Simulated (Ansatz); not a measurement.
KCl:
```
CELL_PARAMETERS angstrom
      0.00000     3.19081     3.19081
      3.19081     0.00000     3.19081
      3.19081     3.19081     0.00000
ATOMIC_POSITIONS crystal
  K  0.00000 0.00000 0.00000
  Cl 0.50000 0.50000 0.50000
```

Relaxed with PBE. Special points in fractions of this cell's reciprocal vectors: Γ (0.000, 0.000, 0.000); X (0.500, 0.000, 0.500); U (0.625, 0.250, 0.625); K (0.375, 0.375, 0.750); L (0.500, 0.500, 0.500); W (0.500, 0.250, 0.750).

Task: List the band energies nearest the valence-band maximum at these points for DFT-PBE in the program Ansatz with PAW potentials.

Result: In eV from the valence-band maximum; about four levels below and three above (degenerate sets whole), none deeper than 8.9 eV; points with the same levels are listed once.

```
k              below                  above
-  -----------------  ---------------------
Γ     0.00 0.00 0.00    5.05 8.34 8.34 8.34
X  -0.63 -0.21 -0.21         6.56 8.15 9.82
U  -0.54 -0.51 -0.27         7.25 8.92 9.07
L  -0.98 -0.29 -0.29  7.46 8.43 10.36 10.36
W  -0.45 -0.45 -0.45         7.96 7.96 9.25
```

Space group Fm-3m (rock salt). The PBE relaxation kept the symmetry of its start.

Potentials: the later of the program's two PAW sets.
